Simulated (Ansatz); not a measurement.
MnO$_{2}$:
```
MnO2
1.0
    6.78480     1.42427     0.00000
   -6.78480     1.42427     0.00000
   -6.48355     0.00000     6.92359
Mn O
4 8
Direct
  0.16433   0.83567   0.81967
  0.64827   0.35173   0.47799
  0.83567   0.16433   0.18033
  0.35173   0.64827   0.52201
  0.79055   0.20945   0.94128
  0.16112   0.83888   0.35979
  0.20945   0.79055   0.05872
  0.83888   0.16112   0.64021
  0.54175   0.45825   0.72021
  0.14938   0.85062   0.60834
  0.45825   0.54175   0.27979
  0.85062   0.14938   0.39166
```
Starting moments (μB, in the order of the atoms Mn Mn Mn Mn O O O O O O O O): 2.8 -2.8 -2.8 2.8 0.0 0.0 0.0 0.0 0.1 0.0 -0.1 0.0.

Relaxed with r²SCAN.

Which orbitals make up the states near the band edges in DFT-r²SCAN in the program Ansatz with PAW potentials?

Top 1 eV of the valence band: O 2p 68 %, Mn 3d 30 %. Bottom 1 eV of the conduction band: Mn 3d 76 %, O 2p 20 %. Projections are on Löwdin-orthogonalised atomic valence shells; empty p or d shells of many metals are not among them.

Tabulate the density of states.

States/eV per cell of 12 atoms, in 0.25 eV bins, energy from the valence-band maximum.

```
E (eV)  total  O 2p  Mn 3d  O 2s
------  -----  ----  -----  ----
-7.09    0.00  0.00   0.00  0.00
-6.84    0.70  0.42   0.23  0.01
-6.59    2.53  1.48   0.92  0.04
-6.34    5.88  3.39   2.24  0.06
-6.09    7.73  4.69   2.72  0.06
-5.84    6.96  4.40   2.28  0.07
-5.59   12.74  8.09   4.24  0.12
-5.34   13.87  8.47   5.06  0.10
-5.09   13.16  7.90   4.94  0.12
-4.84    6.03  3.72   2.13  0.08
-4.59    7.54  4.86   2.41  0.11
-4.34    8.06  5.13   2.64  0.14
-4.09    7.49  4.93   2.28  0.12
-3.84    7.58  4.71   2.58  0.12
-3.59    8.84  5.15   3.38  0.14
-3.34    9.46  6.20   2.94  0.13
-3.09   12.45  8.53   3.53  0.16
-2.84    9.90  6.80   2.82  0.11
-2.59   10.65  7.08   3.30  0.10
-2.34    6.57  4.40   2.00  0.08
-2.09    9.14  5.77   3.14  0.10
-1.84   10.19  6.06   3.86  0.12
-1.59    9.46  5.94   3.27  0.12
-1.34   11.95  8.00   3.64  0.12
-1.09    8.88  6.30   2.40  0.05
-0.84   10.49  7.44   2.87  0.06
-0.59   10.22  6.90   3.14  0.05
-0.34    6.03  4.11   1.81  0.03
-0.09    5.50  3.45   1.95  0.03
0.16     0.00  0.00   0.00  0.00
0.41     0.00  0.00   0.00  0.00
0.66     0.00  0.00   0.00  0.00
0.91     0.00  0.00   0.00  0.00
1.16     0.00  0.00   0.00  0.00
1.41     0.00  0.00   0.00  0.00
1.66     0.00  0.00   0.00  0.00
1.91     4.74  0.92   3.59  0.17
2.16    10.08  2.00   7.65  0.31
2.41     9.65  2.03   7.19  0.31
2.66    11.48  2.30   8.81  0.26
2.91    11.96  2.19   9.48  0.18
3.16    10.64  2.81   7.53  0.18
3.41    10.06  3.23   6.50  0.20
3.66     8.95  3.27   5.40  0.17
3.91     4.78  1.59   2.96  0.18
4.16     3.06  0.92   1.95  0.15
4.41     6.74  2.31   4.05  0.27
4.66     6.26  2.40   3.64  0.14
4.91     6.73  2.63   3.92  0.10
5.16     6.59  2.62   3.78  0.11
5.41     0.26  0.11   0.14  0.00
5.66     0.00  0.00   0.00  0.00
5.91     0.00  0.00   0.00  0.00
6.16     0.00  0.00   0.00  0.00
6.41     0.00  0.00   0.00  0.00
6.66     0.00  0.00   0.00  0.00
```

Space group C2/m. The workflow started from an entry of the Crystallography Open Database (COD), which files this formula under 4 space groups. It is not the phase usual at ambient conditions (space group No. 136). Symmetry was held in the r²SCAN relaxation, as lowered by the spin order; its stability against distortions is not shown here. Magnetic state: antiferromagnetic, chosen from 2 collinear starts compared on coarse meshes (ties went to the first, and starts can fall back to one state), not a proven ground state. The program gave a warning on the electronic state, which may not be the lowest. No Hubbard U is applied.

Potentials: the later of the program's two PAW sets.
